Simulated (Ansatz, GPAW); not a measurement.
One calculation of SnTe3, 4 ways

```xyz
4
Lattice="0.0000 3.8612 3.8612 3.8612 0.0000 3.8612 3.8612 3.8612 0.0000" Properties=species:S:1:pos:R:3 pbc="T T T"
Te    3.8612    3.8612    3.8612
Te    5.7918    5.7918    5.7918
Te    1.9306    1.9306    1.9306
Sn    0.0000    0.0000    0.0000
```

The cell comes from a database or a generator and needn't be the stable form of this composition.

Alike in all runs: task band structure; functional PBEsol; k mesh 6 × 6 × 6; occupations fermi-dirac, width 0.05 eV; no spin polarisation; no spin-orbit coupling. Pressure is positive in compression and, in plane waves, holds the error of the finite cutoff, which Ansatz's Pulay term estimates and takes out.

```csv
program and potentials,plane-wave cutoff (eV),notes,pressure (GPa)
"Ansatz, Ansatz PAW",420,"potentials made for PBE, which Ansatz adapts in part; 15.5 valence electrons an atom on average",?
"GPAW, PAW data sets generated for this functional",600,8 valence electrons an atom on average,-3.21
"Ansatz, all-electron LAPW, scalar-relativistic",-,-,-2.79
"Ansatz, PAW datasets made for the crystal",240,8 valence electrons an atom on average,-2.79
```

Estimate from the other rows what the run with Ansatz, Ansatz PAW gave.

Pressure -2.80 GPa. Its pressure holds a Pulay term of +0.03 GPa. The other rows, which needn't bracket it: pressure -3.21 to -2.79.
